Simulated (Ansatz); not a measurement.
**The polar optical mode of AlN at 30 GPa, worked through**

Level of theory: DFT LDA, scalar-relativistic, plane waves, PAW in Ansatz 0.2.0. Plane waves to 420 eV; Γ-centred k mesh 10×10×10; fixed occupations. No spin polarisation. Phonons by linear response, acoustic sum rule imposed.

The cell, relaxed at 30 GPa:
```
Al N
1.0
     0.00000    2.08979    2.08979
     2.08979    0.00000    2.08979
     2.08979    2.08979    0.00000
Al N
1 1
Direct
  0.00000 0.00000 0.00000
  0.75000 0.75000 0.75000
```

Other phases may be more stable at this pressure.

Linear response gives ν_TO = 778.6 cm⁻¹, Born charges ±2.531 e (positive on Al) and ε∞ = 4.385. The primitive cell holds 18.253 Å³, and the masses are 26.982 and 14.007 amu.

Task: Find ν_LO and the static dielectric constant.

Result: The long-wave field adds a restoring force: ω_LO² − ω_TO² = Z*²e²/(ε_vac ε∞ μV). In these units ν_LO² − ν_TO² = 4.92064×10⁷ Z*²/(μ V ε∞) cm⁻², with μ = m₁m₂/(m₁ + m₂) = 9.220 amu: 427149 cm⁻². So ν_LO = √(778.6² + 427149) = 1016.5 cm⁻¹, and the run gives 1016.5. Lyddane–Sachs–Teller then gives ε0 = ε∞ (ν_LO/ν_TO)² = 7.48, against 7.48 in the run (it forms both from the same three quantities, so the match checks the arithmetic only). Between ν_TO and ν_LO the dielectric function is negative and an undamped crystal reflects fully: a reststrahlen band from 9.8 to 12.8 μm.

Task: What do the Clausius–Mossotti polarisability and the Szigeti charge come to?

Result: With the Lorentz local field, α = (3V/4π)(ε∞ − 1)/(ε∞ + 2) = 2.31 Å³ for the pair, and e_S = 3Z*/(ε∞ + 2) = 1.19 e. The Born charge includes the electrons' response to the dipole's own local field, and e_S takes that enhancement out. The Lorentz field assumes point-like polarisable ions, a poor picture once ε∞ is this large, since the electron clouds then overlap or are shared, so both numbers are formal here.

Task: How strongly does a slow electron couple to the LO mode?

Result: For one isotropic parabolic band, Fröhlich's constant is α_F = (1/ε∞ − 1/ε0) √(m* Ry/ħω_LO), with Ry = 13.606 eV, ħω_LO = 126.0 meV and m* in free-electron masses: α_F = 0.0943 × 10.39 × √m* = 0.98 √m*. The band mass isn't part of this run; for m* = 0.1, 0.3 and 1 it gives 0.31, 0.54, 0.98. In weak coupling the polaron lies α_F ħω_LO below the band edge (68 meV at m* = 0.3) with a mass m*(1 + α_F/6); past α_F of about 5 or 6 that expansion fails. A semilocal functional's ε∞ tends to be too large, which taken alone lowers α_F.

This zinc-blende form isn't the usual stable structure of the compound at low pressure.

Cost: 1 run of about 0.5 core-minutes, on AMD EPYC 7R43 (Zen 3) (shared hosts).